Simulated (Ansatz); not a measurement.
The relaxed structure here is a generated cell of GaAs: the first start was made by placing the elements on the sites of a structure type, and the end was not matched to a known phase here, so it may be hypothetical. Known forms of GaAs include space group No. 216.

A relaxed structure of GaAs. Space group P4₂/mnm (No. 136), AFLOW prototype AB_tP8_136_g_f (as in BeO). These are PBE (plane waves to 420 eV, PAW, scalar-relativistic; Ansatz, a first-principles code) values and carry that method's errors.

```cif
data_As4Ga4
_chemical_formula_sum 'Ga4 As4'
_space_group_name_H-M_alt 'P 1'
_space_group_IT_number 1
_cell_length_a 7.02599
_cell_length_b 7.02599
_cell_length_c 4.06185
_cell_angle_alpha 90.000
_cell_angle_beta 90.000
_cell_angle_gamma 90.000
loop_
_space_group_symop_operation_xyz
  'x, y, z'
loop_
_atom_site_label
_atom_site_type_symbol
_atom_site_fract_x
_atom_site_fract_y
_atom_site_fract_z
_atom_site_occupancy
Ga1 Ga 0.32391 0.67609 0.50000 1
Ga2 Ga 0.17609 0.17609 0.00000 1
Ga3 Ga 0.82391 0.82391 0.00000 1
Ga4 Ga 0.67609 0.32391 0.50000 1
As1 As 0.68173 0.68173 0.50000 1
As2 As 0.81827 0.18173 0.00000 1
As3 As 0.18173 0.81827 0.00000 1
As4 As 0.31827 0.31827 0.50000 1
```

Question: Predict the band gap from PBE.

Answer: 0.21 eV, direct at Γ (no spin-orbit coupling).

No spin polarisation in the result.

The run could not lose the symmetry of its start: the end is stationary, and may be a saddle point rather than a minimum.

It was reached from a disturbed copy of a P6₃/mmc (No. 194) cell, against which it lies -0.26 eV/atom.
